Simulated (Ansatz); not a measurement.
**TaRu: a vibration from a frozen displacement**

Level of theory: DFT PBEsol, scalar-relativistic, plane waves, PAW in Ansatz. Settings: plane waves to 420 eV, k-mesh 16×16×14 (Γ-centred), Gaussian smearing 0.15 eV. Spin–orbit coupling is left out, which matters for the heavy elements here. No spin polarisation. Energies are free energies at this smearing, counted from the undisturbed cell; pressure is positive in compression.

Zero of the scan (as given, not relaxed at this level; it stands at -5.2 GPa, and it needn't be the usual structure):

```
Ta Ru
1.0
     3.05300    0.00000    0.00000
     0.00000    3.05300    0.00000
     0.00000    0.00000    3.38900
Ta Ru
1 1
Direct
  0.50000 0.50000 0.50000
  0.00000 0.00000 0.00000
```

Every Ta atom is moved by x along the Cartesian unit vector (0.000, 0.000, 1.000); the cell and all other atoms stay fixed. The cell's volume is 31.59 Å³; the moved atoms weigh 180.948 u together and the others 101.070 u. Some rows repeat others by symmetry and weren't run.

| x (Å) | ΔE (meV/cell) | total force on the moved atoms along the move (eV/Å) | pressure (GPa) |
| --- | --- | --- | --- |
| -0.5000 | 831.94 | 3.4394 | 16.1959 |
| -0.4375 | 627.57 | 3.1149 | 11.1994 |
| -0.3750 | 444.34 | 2.7139 | 6.7515 |
| -0.3125 | 292.16 | 2.1424 | 2.9990 |
| -0.2500 | 176.30 | 1.5817 | -0.0063 |
| -0.1875 | 92.53 | 1.1044 | -2.3288 |
| -0.1250 | 38.01 | 0.6513 | -3.9379 |
| -0.0625 | 8.92 | 0.2924 | -4.8651 |
| 0.0000 | 0.00 | 0.0000 | -5.1630 |
| 0.0625 | 8.92 | -0.2924 | -4.8651 |
| 0.1250 | 38.01 | -0.6513 | -3.9379 |
| 0.1875 | 92.53 | -1.1044 | -2.3288 |
| 0.2500 | 176.30 | -1.5817 | -0.0063 |
| 0.3125 | 292.16 | -2.1424 | 2.9990 |
| 0.3750 | 444.34 | -2.7139 | 6.7515 |
| 0.4375 | 627.57 | -3.1149 | 11.1994 |
| 0.5000 | 831.94 | -3.4394 | 16.1959 |

Task: What frequency belongs to this motion?

Result: The force constant is k = −dF/dx = 4.678 eV/Å², from the parabola through x = -0.0625, 0 and 0.0625. In every cell the moved atoms swing against the rest, so the mass is μ = m₁m₂/(m₁ + m₂) = 64.848 u, and ν̃ = 521.5 cm⁻¹ × √(|k|/μ) = 140 cm⁻¹, at this cell's pressure of -5.2 GPa. Steps this long are already anharmonic: the energies of the same points give k = 4.565 eV/Å², so the harmonic k is uncertain by that gap or more. To first order in x, and within 1 %, the force on every atom lies along the move and, within each of the two groups, in proportion to the atom's mass, so this is itself a mode at the zone centre of this cell.

Task: How far does the harmonic law reach?

Result: At x = -0.500 Å, kx²/2 = 584.80 meV against the computed 831.94 meV (+42.3 %): the well stiffens in this direction at large amplitude.

Task: The pressure changes with x². What does that say about the frequency under compression?

Result: With E = k(V)x²/2, k ∝ V^(−2γ) and x scaling with the cell as V^(1/3), P − P0 = −∂E/∂V = (2γ − 2/3) ΔE/V. At x = 0.1250 Å, V(P − P0) = 31.59 × 1.22511 / 160.2 eV = 241.54 meV and ΔE = 38.01 meV, so γ = 1/3 + V(P − P0)/(2ΔE) = 3.51. This is the Grüneisen parameter of the motion under uniform scaling of the cell: shrinking the cell evenly by 1 % in volume raises the frequency by about 3.51 %.

In a metal these slopes depend on the k mesh and the smearing.